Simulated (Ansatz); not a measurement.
## A film clamped to a substrate in Sr

Level of theory: Ansatz 0.2.0, DFT r2SCAN, scalar-relativistic, plane waves, PAW. Settings: plane waves to 500 eV, k-mesh 12×12×8 (Γ-centred), Gaussian smearing 0.15 eV. No spin polarisation. Energies are free energies at this smearing, counted from the undisturbed cell; pressure is positive in compression.

The starting cell (as given, not relaxed at this level; it stands at 0.1 GPa; this form isn't the usual structure):

```xyz
2
Lattice="4.3100 0.0000 0.0000 -2.1550 3.7326 0.0000 0.0000 0.0000 7.0500" Properties=species:S:1:pos:R:3 pbc="T T T"
Sr    0.0000    2.4884    1.7625
Sr    2.1550    1.2442    5.2875
```

The cell (2 atoms, V0 = 113.42 Å³) is strained by p along both x and y and by q along z, fractional coordinates fixed. τp = (1/V0) ∂E/∂p = (σxx + σyy)(1 + p)(1 + q) and τq = (1/V0) ∂E/∂q = σzz(1 + p)², with tension positive.

```csv
p,q,ΔE (meV/atom),τp (GPa),τq (GPa)
0.000,0.000,0.00,-0.07,-0.22
-0.015,0.000,2.87,-1.02,-0.37
0.015,0.000,1.95,0.79,-0.06
0.000,-0.015,2.33,-0.24,-0.66
0.000,0.015,-0.03,0.07,0.21
```

Problem. Get the second derivatives of the energy density.

Solution. Central differences give A = ∂τp/∂p = 60 GPa (C11 + C22 + 2 C12), C = ∂τq/∂q = 28.8 GPa (C33) and the cross term B = ∂τq/∂p = 10.2 GPa (C13 + C23); ∂τp/∂q = 10.3 GPa must equal B, and any difference shows higher-order terms. The ions are clamped.

Problem. A film of this crystal grows with z along the normal on a substrate that imposes p. How does its thickness respond, and what does the misfit cost?

Solution. Count p and q from the stress-free cell. A free surface needs τq = 0, so q = −(B/C) p = -0.36 p. The energy density left is (A − B²/C) p²/2 = M p², with the biaxial modulus M = 28.4 GPa; a misfit of 1 % costs 1.01 meV/atom, against 1.07 meV/atom if the thickness were held.

At p = -0.030 the energies along q are 21.6 (q = -0.030), 15.0 (q = -0.015), 11.0 (q = 0.000), 9.6 (q = 0.015), 10.6 (q = 0.030) meV/atom.

Problem. Does the linear rule hold at this misfit?

Solution. A parabola through the lowest point and its neighbours has its minimum at q = 0.016, 9.6 meV/atom. With the stress left in the starting cell, τp0 and τq0, linear elasticity gives q = −(τq0 + Bp)/C = 0.018 and E = V0(τp0 p + τq0 q + Ap²/2 + Bpq + Cq²/2)/N = 8.7 meV/atom. The energies differ by more than a tenth, so the quadratic law fails here: the gap holds the anharmonic part, with some error from the wide steps. Cubic terms also shift the vertex of so wide a parabola.

In a metal these slopes depend on the k mesh and the smearing.